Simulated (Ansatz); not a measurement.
# Computed energy over volume and axial ratio: VO2 (rutile)

VO2 (rutile)

```xyz
6
Lattice="4.5841 0.0000 0.0000 0.0000 4.5841 0.0000 0.0000 0.0000 2.8389" Properties=species:S:1:pos:R:3 pbc="T T T"
V      0.0000     0.0000     0.0000
V      2.2921     2.2921     1.4195
O      1.3753     1.3753     0.0000
O      3.6673     0.9168     1.4195
O      0.9168     3.6673     1.4195
O      3.2088     3.2088     0.0000
```

The relaxed cell is deformed in two ways at once: its volume V is scaled, and at that volume it is stretched along z (the c axis of the conventional cell) so that c/a changes. Fractional atomic positions are held.

Method: PBE (plane waves to 420 eV, PAW, scalar-relativistic; Ansatz, a program for electronic structure). k mesh 10×10×16 (Γ-centred), Fermi-Dirac smearing 0.05 eV. The energy includes the smearing's −TS. Stress and pressure are positive under compression. The magnetisation changes by over a third across the map, so nothing is fitted. As the atoms are clamped, bonds stretch with the cell, which overstates energies and stresses. With partly filled bands, the response to shear is sensitive to the k mesh, so small differences along c/a are uncertain. Relaxed VO2 ends ferromagnetic. The PAW data are Ansatz's earlier set. This is a high-temperature form of VO2. VO2 is run spin-polarised and with no Hubbard U. VO2 was relaxed with its symmetry unable to fall. The magnetic order is the one the run started from; other orders were not tried. The zero of ΔE is the relaxed starting cell.

ΔE (meV/atom), with V/V₀ across and (c/a)/(c/a)₀ down:

```tsv
(c/a)/(c/a)₀ \ V/V₀	0.960	0.980	1.000	1.020	1.040
0.880	103	89	83	83	89
0.940	39	27	22	23	29
1.000	13	3	0	3	11
1.060	29	20	18	22	32
1.120	71	62	60	63	72
```

σxx (GPa), with V/V₀ across and (c/a)/(c/a)₀ down:

```tsv
(c/a)/(c/a)₀ \ V/V₀	0.960	0.980	1.000	1.020	1.040
0.880	3.0	-2.2	-6.8	-11.0	-14.7
0.940	6.3	1.0	-3.8	-8.1	-11.9
1.000	10.3	4.9	0.0	-4.4	-8.3
1.060	14.6	8.9	3.9	-0.7	-4.9
1.120	17.4	11.5	6.2	1.4	-2.9
```

Key numbers:

```
Property                                                               Value
-------------------------  -------------------------------------------------
Lowest place on the grid     V/V₀ = 1.000, (c/a)/(c/a)₀ = 1.000 (0 meV/atom)
Highest place on the grid  V/V₀ = 0.960, (c/a)/(c/a)₀ = 0.880 (103 meV/atom)
```

The 25 points together took about 21 core-minutes (a rough figure).

(A scan under strain: stresses follow from slopes of the energy per volume, elastic moduli from its curvatures.)
